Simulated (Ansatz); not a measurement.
CoP (CsCl type, Pm-3m), PBEsol in the plane-wave PAW code Ansatz, all energies at zero smearing, with the estimated change up to a 700 eV cutoff added, with one set of potentials and settings (totals compare only within such a set). Cell of 2 atoms (1 Co, 1 P): -5833.431 eV.

```tsv
element	reference phase	E (eV/atom)
Co	P6_3/mmc, 2 atoms in the cell, spin-polarised	-5093.0002
P	Cmce, 4 atoms in the cell	-740.0363
```

Formation energy per atom, worked out: (-5833.431 − 1×(-5093.0002) − 1×(-740.0363))/2 = -0.197 eV/atom (-19 kJ per mol of atoms), at 0 K, without zero-point energy or fitted corrections.

A made-up cell: these elements were put on the sites of a structure type; neither database checked (COD, Materials Project) lists it. COD files the formula under space group No. 62. Its standing as an ambient phase is unchecked. The cell was relaxed with PBEsol under the symmetry of its start; its stability against distortions is not shown here. The workflow began spin-polarised and lost its moments. The references are the lowest solids computed at this level, not always the standard phases.

Potentials: the earlier of the program's two PAW sets. The files were generated under PBE; for other functionals the program regenerates the frozen cores, and for LDA and PBEsol the local potential too.
